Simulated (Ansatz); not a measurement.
With the program Ansatz at the PBE level (PAW), GaAs in the tetragonal phase (P4_2/mnm; Ga on 4g, As on 4f) relaxes to a = 7.023 Å, c = 4.062 Å. Against the elements it lies at -0.28 eV/atom, with no fitted shifts.

The Kohn–Sham gap is 0.21 eV (smallest direct gap 0.21 eV). The valence maximum lies on the M–Γ line, 91 % of the way from M and the conduction minimum at Γ. Gap from PBE with spin–orbit coupling: 0.11 eV. Electrons at the band edge weigh 0.015, 0.015, 0.018 mₑ (principal values). The hole mass is 0.13, 0.96, 0.96 mₑ (principal values).

The bulk modulus is 54.8 GPa.

The start of the workflow was typed in or built on a structure type; neither database checked (COD, Materials Project) lists it. It is not the phase usual at ambient conditions (space group No. 216). The PBE relaxation kept the symmetry of its start; whether a distortion lowers the energy is not shown. The volume moved by 22 % from the start of the relaxation. The references are the lowest solids computed at this level, not always the standard phases. Scalar-relativistic: spin–orbit coupling is off unless named, which matters more the heavier the elements.

Potentials: the later of the program's two PAW sets.
